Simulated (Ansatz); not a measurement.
Ansatz (a first-principles code) input:

Ansatz 0.2 input:
```yaml
crystal:
  lattice:
    - [3.731607921, 0.0, 0.0]
    - [0.0, 3.731607921, 0.0]
    - [0.0, 0.0, 3.731607921]
  atoms:
    - { symbol: Co, position: [0.5, 0.5, 0.0], spin: 1.22 }
    - { symbol: Co, position: [0.0, 0.5, 0.5], spin: 1.22 }
    - { symbol: Co, position: [0.5, 0.0, 0.5], spin: 1.22 }
    - { symbol: Ir, position: [0.0, 0.0, 0.0], spin: 0.59 }
    - { symbol: C, position: [0.5, 0.5, 0.5], spin: 0.0 }
kpoints:
  mp_grid: { grid: [16, 16, 16] }
hamiltonian:
  xc: pbesol
  pseudopotentials: { azcp: { folder: ./paw }, kind: paw }
magnetization: { spin_polarized: true }
scf:
  occupations: { method: fermi_dirac, width: 0.1 }
elastic: { mode: relaxed_ion, stencil: two_point, amplitude: 0.005, f_tol: 0.0005 }
```

Output (shortened):

```
Pseudopotential: Co, paw, valence charge 17
Pseudopotential: Ir, paw, valence charge 17
Pseudopotential: C, paw, valence charge 4
Functional definition: PBEsol
a single point of the input's cell can leave the moments in the input for a lower state (scf.lower_state_search) …
Crystal: 5 atoms, lattice volume = 51.962 Å³
Basis set: ecut = 420 eV, 1021 PW (Γ), exchange–correlation on 54×54×54 points (8 copies of the dense FFT grid, shifted against one another)
Bands: 46, of which v1, the nominal top of the filled ones, is band 36 counted from 1 (35 counted from 0)
Symmetry: 48 space group operations
Space group: Pm-3m (ITA 221), of the structure as read, at distance tolerance 3.7e-5 Å
k-points: 165 of 4096
Starting moments: Σ|m| = 4.25 μB on 4 of 5 sites
SCF 1 converged in 12 iterations: F = -27324.867035 eV  dr2 = 4.36e-9
a single point of the input's cell can leave the moments in the input for a lower state (scf.lower_state_search) …
Crystal: 5 atoms, lattice volume = 51.962 Å³
Stability of the state it starts from, as read at its close in the collinear treatment …
Starting moments: Σ|m| = 4.25 μB on 4 of 5 sites; this step starts from the density that it was given
SCF 2 converged in 12 iterations: F = -27324.867035 eV  dr2 = 1.65e-14
Crystal: 5 atoms, lattice volume = 51.702 Å³
Symmetry: 16 space group operations
k-points: 405 of 4096
spin=Collinear: Kerker preconditioning applied to the charge; magnetization (m = ρ↑ − ρ↓) channel mixes plain (no charge-response kernel on spin).
SCF 3 converged in 21 iterations: F = -27324.865673 eV  dr2 = 3.02e-14
Crystal: 5 atoms, lattice volume = 52.222 Å³
spin=Collinear: Kerker preconditioning applied to the charge; magnetization (m = ρ↑ − ρ↓) channel mixes plain (no charge-response kernel on spin).
SCF 4 converged in 16 iterations: F = -27324.864799 eV  dr2 = 9.70e-14
Crystal: 5 atoms, lattice volume = 51.962 Å³
Symmetry: 8 space group operations
k-points: 657 of 4096
spin=Collinear: Kerker preconditioning applied to the charge; magnetization (m = ρ↑ − ρ↓) channel mixes plain (no charge-response kernel on spin).
SCF 5 converged in 19 iterations: F = -27324.866655 eV  dr2 = 1.62e-15
Crystal: 5 atoms, lattice volume = 51.962 Å³
spin=Collinear: Kerker preconditioning applied to the charge; magnetization (m = ρ↑ − ρ↓) channel mixes plain (no charge-response kernel on spin).
SCF 6 converged in 17 iterations: F = -27324.866655 eV  dr2 = 3.41e-14
SCF converged after 12 iterations
Magnetization: 3.9124 μB (37.9562 up, 34.0438 down)
Absolute magnetization: 4.0741 μB (∫|ρ↑−ρ↓|, with the PAW one-centre terms)
Spin contamination: 0.0528 ħ² per cell (⟨S²⟩ above its minimum at these occupations)
Per-site moments (μB) at R_I (Å): [(1.079463844415364, 0.7696441337062501), (1.0794638444153641, 0.7696441337062501), (1.0794638444153646, 0.7696441337062501), (0.49578399299577774, 1.0884411720882705), (-0.01857169111931892, 0.7696441337062501)]
Free energy (F): -27324.867035 eV
Harris-Foulkes:  -27324.867035 eV  (|F-HF|=0.00e0)
Internal energy: -27324.624396 eV  (E = F + TS)
E sigma→0 (E₀):  -27324.745715 eV
Entropy (-TS):   -0.242639 eV (-48.528 meV/atom)
Fermi energy:    19.950602 eV
--- Per-component energies (eV) ---
  E_band       = -804.489559
  E_kinetic    = 1507.667392
  E_local      = -9515.854217  (includes V_loc(G=0)·N_el)
  E_nonlocal   = 1527.896324
  E_hartree    = 4149.966752
  E_xc         = -552.765399
  E_vxc        = -672.095876  (∫ρ·V_xc dr)
  E_paw        = -13842.754390  (= ΣΔE_a)
  E_vpaw       = -1952.036809  (= ΣTr[D̂ρ^β])
  E_aug_tail   = 0.000126  (compensation charges beyond the density's cutoff)
  E_ewald      = -10599.632691
  E_core_change = 0.851707  (= ΣΔE_core)
  E_smearing   = -0.242639  (= −TS)
  E_closure    = 0.000000  (closes the sum)
  Σ components = -27324.867035   (vs F -27324.867035, Δ=0.00e0)
--- Forces (eV/Å), atoms counted from 1 ---
  atom   1  Co     0.00000000     0.00000000     0.00000000
  atom   2  Co     0.00000000     0.00000000     0.00000000
  atom   3  Co     0.00000000     0.00000000     0.00000000
  atom   4  Ir     0.00000000     0.00000000     0.00000000
  atom   5  C      0.00000000     0.00000000     0.00000000
  max |Σ_I F_I| component: 0.0 eV/Å
--- Stress (GPa, compression-positive) ---
       -0.287027       0.000000       0.000000
        0.000000      -0.287027       0.000000
        0.000000       0.000000      -0.287027
  P = ⅓ Tr σ = -0.2870 GPa (-2.870 kbar)
--- Band table (eV; the first three rows and the last of 330) ---
  k-point 0 ↑: bands = ["-75.7954", "-75.7681", "-75.7681", "-72.0963", "-39.4758", "-39.4758", "-39.4758", "-39.0707", "-39.0707", "-39.0707", "-39.0613", "-39.0613", "-39.0613", "-28.9186", "-28.9186", "-28.9186", "5.7160", "12.4526", "14.3208", "14.3208", …
  k-point 1 ↑: bands = ["-75.7952", "-75.7683", "-75.7681", "-72.0963", "-39.4756", "-39.4756", "-39.4754", "-39.0711", "-39.0707", "-39.0707", "-39.0615", "-39.0615", "-39.0614", "-28.9191", "-28.9186", "-28.9186", "5.7456", "12.4760", "14.3388", "14.3470", …
  k-point 2 ↑: bands = ["-75.7945", "-75.7690", "-75.7681", "-72.0963", "-39.4750", "-39.4750", "-39.4743", "-39.0722", "-39.0707", "-39.0707", "-39.0620", "-39.0620", "-39.0615", "-28.9206", "-28.9188", "-28.9188", "5.8322", "12.5348", "14.3854", "14.4237", …
  k-point 164 ↓: bands = ["-74.4115", "-74.4115", "-74.4115", "-71.8173", "-38.3466", "-38.1548", "-38.1548", "-37.7574", "-37.7574", "-37.7574", "-37.6466", "-37.6466", "-37.6466", "-28.5826", "-28.5826", "-28.5826", "8.6904", "12.2124", "12.2124", …
--- Elastic constants: 2 strain directions × 2 members + reference (group order 48) ---
  dense FFT box of the reference and of every strained cell: 27×27×27
  strains applied: 11, 23; error gains: componentwise 1.00 (the most a stress slope's error grows in a printed constant), spectral 1.73 (1 for all six strains …
  C = ∂σ_k/∂η_j (tension-positive GPa; Voigt order 11 22 33 23 13 12):
       440.730    168.437    168.437      0.000      0.000      0.000
       168.437    440.730    168.437      0.000      0.000      0.000
       168.437    168.437    440.730      0.000      0.000      0.000
         0.000      0.000      0.000     89.376      0.000      0.000
         0.000      0.000      0.000      0.000     89.376      0.000
         0.000      0.000      0.000      0.000      0.000     89.376
  reference stress σ⁰ (GPa):      0.287      0.287      0.287      0.000      0.000      0.000
  moduli (Voigt/Reuss/Hill, GPa): K = 259.20/259.20/259.20   G = 108.08/103.61/105.85   E = 279.50   ν = 0.320
  mechanically stable: yes (min eigenvalue of sym C = 89.38 GPa)
  strain η (Voigt 11):  stress-route row diagonal C_11 = 440.73 GPa, energy-path curvature d²(F+E_count+ΔE)/dδ²/Ω₀ = 440.62 GPa
         δ    σ_11 (GPa)             F (eV)   n_scf  n_hpsi   n_pw
    -5.000e-3      -1.9704      -27324.8656731      21  1103344   1032   relax 0 steps, max|allowed force component| 0.0 eV/Å
     5.000e-3       2.4369      -27324.8647991      16  836020   1064   relax 0 steps, max|allowed force component| 0.0 eV/Å
  strain η (Voigt 23):  stress-route row diagonal C_44 = 89.38 GPa, energy-path curvature d²(F+E_count+ΔE)/dδ²/Ω₀ = 89.27 GPa
         δ    σ_23 (GPa)             F (eV)   n_scf  n_hpsi   n_pw
    -5.000e-3      -0.4469      -27324.8666552      19  1695914   1048   relax 0 steps, max|allowed force component| 0.0 eV/Å
     5.000e-3       0.4469      -27324.8666552      17  1585531   1048   relax 0 steps, max|allowed force component| 0.0 eV/Å
```

Cost: roughly 10 core-minutes on shared cores.

The start of the workflow was typed in or built on a structure type; neither database checked (COD, Materials Project) lists it. Its standing as an ambient phase is unchecked. Symmetry was held in the PBEsol relaxation; its stability against distortions is not shown here. The final state is ferromagnetic, chosen from 5 collinear starts compared on coarse meshes (ties went to the first, and starts can fall back to one state), not a proven ground state. Its formation energy is positive at this level, so the cell may be metastable or incomplete. As this level gives no gap, shear constants depend on the k-mesh and smearing (Fermi–Dirac, 0.1 eV here). Spin–orbit coupling is left out wherever it is not named.

Potentials: the earlier of the program's two PAW sets. The files were generated under PBE; for other functionals the program regenerates the frozen cores, and for LDA and PBEsol the local potential too.

Ansatz is a plane-wave DFT program.
